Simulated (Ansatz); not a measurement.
AlN:
```yaml
crystal:
  lattice:
    - [3.10655, 0.00000, 0.00000]
    - [-1.55327, 2.69035, 0.00000]
    - [0.00000, 0.00000, 4.97815]
  atoms:
    - { symbol: Al, position: [0.66667, 0.33333, 0.49920] }
    - { symbol: Al, position: [0.33333, 0.66667, 0.99920] }
    - { symbol: N, position: [0.66667, 0.33333, 0.88080] }
    - { symbol: N, position: [0.33333, 0.66667, 0.38080] }
```

Relaxed with r²SCAN.

Task: Give the Bader charges and basin volumes of the independent atoms, r²SCAN (plane waves, PAW; program Ansatz).

Result: 

```json
[
 {"atom": "Al1", "Bader charge (e)": "+2.49", "Bader volume (Å³)": "3.8"},
 {"atom": "N3", "Bader charge (e)": "-2.49", "Bader volume (Å³)": "17.0"}
]
```

Space group P6_3mc (wurtzite). Symmetry was held in the r²SCAN relaxation.

Potentials: the earlier of the program's two PAW sets.
